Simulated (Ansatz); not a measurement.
Calculated with Ansatz: OsPd, settings compared

Run with:

```bash
ansatz run input.yaml --threads 1 --pin off --max-ram 2560MiB --backend cpu --events-out ev --progress --plain --runs-dir out
```

Input:

```yaml
crystal:
  lattice:
    - [3.78978371, 0.0, 0.0]
    - [0.0, 3.78978371, 0.0]
    - [0.0, 0.0, 3.26531651]
  atoms:
    - { symbol: Os, position: [0.0, 0.0, 0.0] }
    - { symbol: Pd, position: [0.0, 0.5, 0.5] }
    - { symbol: Pd, position: [0.5, 0.0, 0.5] }
    - { symbol: Os, position: [0.5, 0.5, 0.0] }
  symmetry: { tolerance: 0.0003 }
kpoints:
  mp_grid: { grid: [5, 5, 6], shift: [0, 0, 0] }
magnetization:
  spin_polarized: false
scf:
  occupations: { method: fermi_dirac, width: 0.0184 }
hamiltonian:
  pseudopotentials: { kind: paw }
  xc: r2scan
basis:
  ecutwfc: 500
output:
  forces: true
  stress: true
  eigenvalues: true
  write_density: true
  write_potential: true
  elf: true
  volumetric_format: npy
```

Origin of the cell: a known structure type with other elements, at an estimated volume, so it need not be a known compound.

Output of this run (shortened):

```
Pseudopotentials: kind: paw
Pseudopotential: Os, paw, valence charge 16, recommended cutoff 500 eV (meta_gga), Os.paw.azcp
Pseudopotential: Pd, paw, valence charge 18, recommended cutoff 500 eV (meta_gga), Pd.paw.azcp
Functional definition: r2SCAN
  exchange = r2scan_x(k0 = k0, k1 = k1, a1 = a1)
  correlation = r2scan_c
Crystal: 4 atoms, lattice volume = 46.898 Å³
Basis set: ecut = 500 eV, 1195 PW (Γ), exchange–correlation on 120×120×96 points (64 copies of the dense FFT grid, shifted against one another)
Bands: 41, of which v1, the nominal top of the filled ones, is band 34 counted from 1 (33 counted from 0)
Symmetry: 32 space group operations
Space group: P4/mmm (ITA 123), of the structure as read, at distance tolerance 1.1e-3 Å
[… 7 lines left out …]
Initial density: superposition of atomic densities (neutral atoms: chi_scale 0, normalization atom), corrected by the library's trained network
Functional: x = r2scan, c = r2scan; τ floored in thin density (d = 2e-4 eV/Å³)
SCF iter   1: F=—  HF=-36761.428020 eV  Δρ=1.77e-2  dr2=5.66e-2  dr2_τ=1.37e-1
SCF iter   2: F=—  HF=-36761.496723 eV  Δρ=9.97e-3  dr2=1.82e-2  dr2_τ=2.65e-3  defer=32
SCF iter   3: F=—  HF=-36761.496387 eV  Δρ=3.13e-3  dr2=4.74e-3  dr2_τ=1.36e-3  defer=32
SCF iter   4: F=—  HF=-36761.495980 eV  Δρ=5.40e-4  dr2=6.09e-5  dr2_τ=2.44e-5  defer=32
SCF iter   5: F=—  HF=-36761.496023 eV  Δρ=1.59e-4  dr2=6.78e-6  dr2_τ=9.50e-7  defer=32
SCF iter   6: F=—  HF=-36761.496031 eV  Δρ=4.67e-5  dr2=6.03e-7  dr2_τ=4.72e-8  defer=32
SCF iter   7: F=-36761.496031 eV  HF=-36761.496031 eV  Δρ=9.15e-6  dr2=3.09e-8  dr2_τ=1.89e-9
SCF 1 converged in 7 iterations: F = -36761.496031 eV  dr2 = 3.09e-8
SCF converged after 7 iterations
Free energy (F): -36761.496031 eV
Harris-Foulkes:  -36761.496031 eV  (|F-HF|=8.00e-10)
Internal energy: -36761.490853 eV  (E = F + TS)
E sigma→0 (E₀):  -36761.493442 eV
Entropy (-TS):   -0.005178 eV (-1.295 meV/atom)
Fermi energy:    29.259416 eV
--- Per-component energies (eV) ---
  E_band       = -84.499440
  E_kinetic    = 2196.122791
  E_local      = -4107.778137  (includes V_loc(G=0)·N_el)
  E_nonlocal   = 433.454573
  E_hartree    = 1783.861357
  E_xc         = -840.062533
  E_vxc        = -1114.113150  (∫ρ·V_xc dr)
  E_paw        = -25625.065260  (= ΣΔE_a)
  E_vpaw       = -1132.264262  (= ΣTr[D̂ρ^β])
  E_aug_tail   = -0.000092  (compensation charges beyond the density's cutoff)
  E_vtau       = 72.347702  (kinetic-family band-sum trace: ∫τ·v_τ [+ j·A + Jᵃ·Aᵃ] dr)
  E_ewald      = -10600.349353
  E_core_change = -1.674199  (= ΣΔE_core)
  E_smearing   = -0.005178  (= −TS)
  Σ components = -36761.496031   (vs F -36761.496031, Δ=0.00e0)
--- Forces (eV/Å), atoms counted from 1 ---
  atom   1  Os     0.000000    -0.000000     0.000000
  atom   2  Pd     0.000000    -0.000000     0.000000
  atom   3  Pd     0.000000     0.000000     0.000000
  atom   4  Os    -0.000000    -0.000000     0.000000
  max |Σ_I F_I| component: 0.0 eV/Å
--- Stress (GPa, compression-positive) ---
       89.523572       0.000000       0.000000
        0.000000      89.523572       0.000000
        0.000000       0.000000     126.809320
  P = ⅓ Tr σ = 101.9522 GPa (1019.522 kbar)
```

The same input was run again with these changes:

1. `magnetization` { spin_polarized: false } → { spin_polarized: true } (starts: random); typed moments: Os1 -2, Pd2 4, Pd3 -4, Os4 2
2. `hamiltonian.pseudopotentials` { kind: paw } → { kind: nc }; `magnetization` { spin_polarized: false } → { noncollinear: true, spin_orbit: true }; typed moments: none
3. `scf.occupations.method` fermi_dirac → methfessel_paxton; `scf.occupations.width` 0.0184 → 0.05; `kpoints.mp_grid.shift` [0, 0, 0] → [0.5, 0.5, 0.5]; `hamiltonian.dispersion` default → d3bjatm
4. `hamiltonian.hubbard` default → { sites: [{ species: Os, l: d, u_eff: 5.0 }], double_counting: fll }

```
 run            end  SCF iterations  P (GPa)  max force component (eV/Å)  moment (μB)  ΔE(σ→0) (meV/atom)
base      converged               7   101.95                       0.000            –                   0
   1      converged              19   101.95                       0.000         0.00                0.00
   2  input refused               0        –                           –            –                   –
   3      converged               7   100.86                       0.000            –                   –
   4      converged               9    97.61                       0.000            –                   –
```

Energies are compared only where functional, datasets, charge and starting cell are the same.

Caveats of the base run: no moments, though an odd count or open d shells may carry them; no spin-orbit coupling, though heavy elements are present; the given cell is far from equilibrium, with atoms too close or a volume far off; the k mesh is coarse if the cell is a metal.

Run 1: a starting moment was lost.

The base run ran for 3.3 s on 1 thread of Intel(R) Xeon(R) 6975P-C (Granite Rapids), with other jobs on the host, peak memory 0.47 GiB, from the program's own first density.
